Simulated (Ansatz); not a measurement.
# Profile along the Nb–Ru line in NbRu (space group P4/mmm)

NbRu (space group P4/mmm)

```cif
data_NbRu
_chemical_formula_sum 'Nb1 Ru1'
_space_group_name_H-M_alt 'P4/mmm'
_space_group_IT_number 123
_space_group_name_Hall '-P 4 2'
_cell_length_a 2.99925
_cell_length_b 2.99925
_cell_length_c 3.37532
_cell_angle_alpha 90.000
_cell_angle_beta 90.000
_cell_angle_gamma 90.000
loop_
_atom_site_label
_atom_site_type_symbol
_atom_site_symmetry_multiplicity
_atom_site_Wyckoff_symbol
_atom_site_fract_x
_atom_site_fract_y
_atom_site_fract_z
_atom_site_occupancy
Nb1 Nb 1 a 0.00000 0.00000 0.00000 1
Ru1 Ru 1 d 0.50000 0.50000 0.50000 1
```

Fields along a shortest Nb–Ru line of a (0 -1 1) plane (2.71 Å), from Nb to Ru, interpolated on the slice's grid (step about 0.2 Å). Calculation: LDA (plane waves to 420 eV, PAW, scalar-relativistic; Ansatz, a quantum-chemistry and plane-wave program). k mesh 15×15×14. Inside the PAW spheres the values are not all-electron values, and peaks at nuclei hang on which shells count as valence. NbRu is run without spin polarisation. NbRu was relaxed with its symmetry unable to fall.

```csv
distance from Nb (Å),valence electron density (e/Å³),electron localisation function
0.00,4.60,x
0.14,4.73,x
0.27,5.19,x
0.41,5.04,x
0.54,4.04,0.77
0.68,2.66,0.74
0.81,1.49,0.58
0.95,0.80,0.35
1.08,0.49,0.21
1.22,0.38,0.22
1.35,0.37,0.27
1.49,0.43,0.30
1.63,0.58,0.31
1.76,0.95,0.38
1.90,1.84,0.52
2.03,3.55,0.64
2.17,5.86,0.69
2.30,8.05,x
2.44,9.51,x
2.57,10.08,x
2.71,10.16,x
```

x: too close to a nucleus for the ELF to mean much.

Density on the Nb–Ru line (2.71 Å) at its density minimum, 1.3 Å from Nb: 0.37 e/Å³. ELF at that point: 0.2.
